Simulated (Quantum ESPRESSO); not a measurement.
Band energies of LiHS

```
LiHS
1.0
    6.10113     0.00000     0.00000
    0.00000     3.92342     0.00000
    0.00000     0.00000     7.83277
H Li S
4 4 4
Direct
  0.00000   0.01052   0.93413
  0.00000   0.98948   0.43413
  0.50000   0.87503   0.49904
  0.50000   0.12497   0.99904
  0.24984   0.49683   0.24852
  0.75016   0.50317   0.74852
  0.75016   0.49683   0.24852
  0.24984   0.50317   0.74852
  0.00000   0.00315   0.76280
  0.00000   0.99685   0.26280
  0.50000   0.53297   0.49959
  0.50000   0.46703   0.99959
```

PBEsol (pw.x of Quantum ESPRESSO, ONCV potentials, without SOC); path ΓXSYΓZURTZ,YT,UX,SR; energies in eV from the valence-band maximum.

| k (1/Å) | point | band 16 | band 17 | band 18 | band 19 | band 20 | band 21 | band 22 | band 23 |
|---|---|---|---|---|---|---|---|---|---|
| 0.00 | Γ | -0.88 | -0.68 | -0.66 | -0.46 | 0.00 | 3.37 | 3.71 | 4.10 |
| 0.60 |  | -1.62 | -1.07 | -0.90 | -0.64 | -0.53 | 4.09 | 4.38 | 4.59 |
| 0.80 | X | -1.41 | -0.99 | -0.91 | -0.88 | -0.51 | 4.08 | 4.24 | 4.33 |
| 1.32 | S | -1.17 | -1.10 | -1.08 | -0.55 | -0.42 | 4.11 | 5.31 | 5.51 |
| 1.92 |  | -1.10 | -0.78 | -0.72 | -0.69 | -0.57 | 3.87 | 4.46 | 4.60 |
| 2.12 | Y | -1.09 | -0.69 | -0.69 | -0.55 | -0.46 | 3.82 | 3.88 | 4.02 |
| 2.63 | Γ | -0.88 | -0.68 | -0.66 | -0.46 | 0.00 | 3.37 | 3.71 | 4.10 |
| 3.03 | Z | -1.63 | -0.57 | -0.57 | -0.31 | -0.31 | 3.89 | 3.89 | 4.90 |
| 3.19 |  | -1.60 | -0.77 | -0.77 | -0.34 | -0.34 | 4.24 | 4.24 | 5.05 |
| 3.67 |  | -1.36 | -1.32 | -1.32 | -0.75 | -0.75 | 4.98 | 4.98 | 5.42 |
| 3.83 | U | -1.29 | -1.22 | -1.22 | -0.88 | -0.88 | 4.93 | 4.93 | 5.33 |
| 4.18 |  | -1.32 | -1.10 | -1.10 | -0.78 | -0.78 | 5.47 | 5.47 | 5.77 |
| 4.35 | R | -1.32 | -1.06 | -1.06 | -0.76 | -0.76 | 5.82 | 5.82 | 6.16 |
| 4.67 |  | -1.62 | -0.85 | -0.85 | -0.80 | -0.80 | 5.95 | 5.95 | 6.17 |
| 5.15 | T | -1.15 | -0.74 | -0.74 | -0.58 | -0.58 | 3.97 | 3.97 | 5.61 |
| 5.66 | Z | -1.63 | -0.57 | -0.57 | -0.31 | -0.31 | 3.89 | 3.89 | 4.90 |
| 5.66 | Y | -1.09 | -0.69 | -0.69 | -0.55 | -0.46 | 3.82 | 3.88 | 4.02 |
| 6.06 | T | -1.15 | -0.74 | -0.74 | -0.58 | -0.58 | 3.97 | 3.97 | 5.61 |
| 6.06 | U | -1.29 | -1.22 | -1.22 | -0.88 | -0.88 | 4.93 | 4.93 | 5.33 |
| 6.47 | X | -1.41 | -0.99 | -0.91 | -0.88 | -0.51 | 4.08 | 4.24 | 4.33 |
| 6.47 | S | -1.17 | -1.10 | -1.08 | -0.55 | -0.42 | 4.11 | 5.31 | 5.51 |
| 6.87 | R | -1.32 | -1.06 | -1.06 | -0.76 | -0.76 | 5.82 | 5.82 | 6.16 |

The PBEsol gap is direct, 3.37 eV at Γ.

Geometry of the Materials Project entry, not relaxed at this level.

Letters of k points follow the standard setting of the lattice, whose axes may be ordered differently from the printed cell.
